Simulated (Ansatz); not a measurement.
IrPt₁₁:
```cif
data_IrPt11
_chemical_formula_sum 'Pt11 Ir1'
_space_group_name_H-M_alt 'Pm'
_space_group_IT_number 6
_space_group_name_Hall 'P -2y'
_cell_length_a 4.79402
_cell_length_b 2.76940
_cell_length_c 13.85036
_cell_angle_alpha 90.000
_cell_angle_beta 96.611
_cell_angle_gamma 90.000
loop_
_atom_site_label
_atom_site_type_symbol
_atom_site_symmetry_multiplicity
_atom_site_Wyckoff_symbol
_atom_site_fract_x
_atom_site_fract_y
_atom_site_fract_z
_atom_site_occupancy
Pt1 Pt 1 a 0.99907 0.00000 0.99989 1
Pt2 Pt 1 a 0.72399 0.00000 0.16880 1
Ir1 Ir 1 b 0.93989 0.50000 0.33126 1
Pt3 Pt 1 a 0.83927 0.00000 0.49665 1
Pt4 Pt 1 a 0.55753 0.00000 0.66735 1
Pt5 Pt 1 b 0.77726 0.50000 0.83378 1
Pt6 Pt 1 b 0.50104 0.50000 0.00246 1
Pt7 Pt 1 b 0.21948 0.50000 0.16593 1
Pt8 Pt 1 a 0.43877 0.00000 0.33200 1
Pt9 Pt 1 b 0.33594 0.50000 0.50011 1
Pt10 Pt 1 b 0.05604 0.50000 0.66725 1
Pt11 Pt 1 a 0.27837 0.00000 0.83450 1
```

Relaxed at zero pressure with r²SCAN (plane waves, PAW; program Ansatz).

Task: The volume is lowered by 6 % and shape and atoms relax at that volume. What pressure results, and how do the axes share the change?

Result: 20.3 GPa; a -1.9 %, b -1.9 %, c -2.2 %; the energy rises by 54 meV/atom.

Task: Give the new structure.

Result: 
Space group Pm (No. 6); a = 4.701 Å, b = 2.716 Å, c = 13.540 Å, α = γ = 90.00°, β = 96.65°

| atom | site | symmetry | x | y | z |
|---|---|---|---|---|---|
| Pt | 1a | m | 0.9996 | 0.0000 | 0.9998 |
| Pt | 1a | m | 0.7243 | 0.0000 | 0.1682 |
| Ir | 1b | m | 0.9422 | 0.5000 | 0.3317 |
| Pt | 1a | m | 0.8359 | 0.0000 | 0.4977 |
| Pt | 1a | m | 0.5569 | 0.0000 | 0.6672 |
| Pt | 1b | m | 0.7775 | 0.5000 | 0.8337 |
| Pt | 1b | m | 0.5012 | 0.5000 | 0.0019 |
| Pt | 1b | m | 0.2205 | 0.5000 | 0.1659 |
| Pt | 1a | m | 0.4413 | 0.0000 | 0.3321 |
| Pt | 1b | m | 0.3331 | 0.5000 | 0.5000 |
| Pt | 1b | m | 0.0558 | 0.5000 | 0.6674 |
| Pt | 1a | m | 0.2785 | 0.0000 | 0.8343 |

The phase is kept; no other phase was compared at this pressure.

The start of the workflow was typed in or built on a structure type; neither database checked (COD, Materials Project) lists it. Whether it is the stable phase at ambient conditions was not checked. The r²SCAN relaxation kept the symmetry of its start; whether a distortion lowers the energy is not shown. The run is not spin-polarised. Axis ratios of metals converge slowly with the k-mesh, so a and c are less sure than the volume. Scalar-relativistic: spin–orbit coupling is off unless named, which matters more the heavier the elements.

Potentials: the earlier of the program's two PAW sets. The files were generated under PBE; for other functionals the program regenerates the frozen cores, and for LDA and PBEsol the local potential too.
